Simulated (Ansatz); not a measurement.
Ti (bcc (W type), Im-3m) at seven volumes, plane-wave PAW r²SCAN (Ansatz code), scaled uniformly. One row is withheld.

```json
[
 {"V (Å³/atom)": "15.643", "P (GPa)": "12.33"},
 {"V (Å³/atom)": "16.159", "P (GPa)": "7.67"},
 {"V (Å³/atom)": "16.674", "P (GPa)": "3.58"},
 {"V (Å³/atom)": "17.190", "P (GPa)": "0.00"},
 {"V (Å³/atom)": "17.706", "P (GPa)": "?"},
 {"V (Å³/atom)": "18.221", "P (GPa)": "-5.87"},
 {"V (Å³/atom)": "18.737", "P (GPa)": "-8.27"}
]
```

**Question.** Fit the shown pressures and predict the withheld one.

**Answer.** P = (3/2)B₀(x^(7/2) − x^(5/2))[1 + (3/4)(B′ − 4)(x − 1)] with x = (V₀/V)^(2/3). Least squares on the six rows gives V₀ = 17.191 Å³/atom, B₀ = 111 GPa, B′ = 3.42. At V = 17.706, x = 0.9805 and P = -3.11 GPa. The run itself gave -3.13 GPa.

This is a known high-temperature phase of the composition, computed here at zero pressure and temperature. Symmetry was held in the r²SCAN relaxation. At this level the phase is mechanically unstable. The run is not spin-polarised.

Potentials: the later of the program's two PAW sets.
